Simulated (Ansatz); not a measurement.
**HfO2 (fluorite), frozen-phonon scan**

Relaxed HfO$_{2}$ (fluorite):

```
HfO2
1.0
    0.00000     5.09760     5.09760
    2.54880     2.54880     5.09760
    2.54880     2.54880     0.00000
Hf O
2 4
Direct
  0.00000   0.00000   0.00000
  0.50000   0.00000   0.00000
  0.00000   0.25000   0.25000
  0.50000   0.25000   0.25000
  0.00000   0.75000   0.75000
  0.50000   0.75000   0.75000
```

The atoms are displaced by Q × the pattern below (from a DFPT mode at X = (0.5, 0.5, 0.0), largest move 1; Q in Å), at fixed cell. (q is in reciprocal vectors of the primitive cell; the cell shown is doubled to hold the pattern.)

| atom | x | y | z |
|---|---|---|---|
| O3 | 0.000 | 0.000 | 1.000 |
| O4 | 0.000 | 0.000 | -1.000 |
| O5 | 0.000 | 0.000 | 1.000 |
| O6 | 0.000 | 0.000 | -1.000 |

Atoms not listed stay in place.

Level of theory: PBE (plane waves to 420 eV, PAW, scalar-relativistic; Ansatz, an electronic-structure program). k mesh 11×11×11 (Γ-centred), Fermi-Dirac smearing 0.05 eV. The energy includes the smearing's −TS. Compression counts positive. HfO2 is run without spin polarisation. HfO2 was relaxed with its symmetry unable to fall. Spin-orbit coupling is left out, though Hf is heavy. This is a high-temperature form of HfO2. The zero of ΔE is the undisplaced structure.

```tsv
Q (Å)	ΔE (meV/cell)	−dE/dQ from forces (eV/Å)	P (GPa)
-0.440	370	5.828	17.8
-0.367	38	3.302	12.1
-0.293	-124	1.194	7.5
-0.220	-153	-0.291	4.1
-0.147	-101	-0.973	1.8
-0.073	-31	-0.794	0.4
0.000	0	0.000	0.0
0.073	-31	0.794	0.4
0.147	-101	0.973	1.8
0.220	-153	0.291	4.1
0.293	-124	-1.194	7.5
0.367	38	-3.302	12.1
0.440	370	-5.828	17.8
```

Derived quantities:

```
Quantity                                                                                                                        Value
-----------------------------------------------------------  ------------------------------------------------------------------------
Energy at Q = 0.440 Å                                                                                                    370 meV/cell
Space group of the distorted cell                                                              P4_2/nmc (No. 137), lowered from Fm-3m
Symmetry of the curve                                                                                   even: the same for both signs
Shape of the curve                                           a double well: the undisplaced structure is a maximum between two minima
Position of the deepest minimum (fit)                                                                                0.24 Å from zero
Depth of the well (fit)                                                                                 155 meV/cell, cell held fixed
Harmonic wavenumber from the curvature (finite differences)                                                                 228i cm⁻¹
Wavenumber by perturbation theory (DFPT, on another k mesh)                                                                 230i cm⁻¹
```

(For displaced atoms, the force is minus the slope of the energy, and its curvature is a force constant, which sets phonon frequencies.)
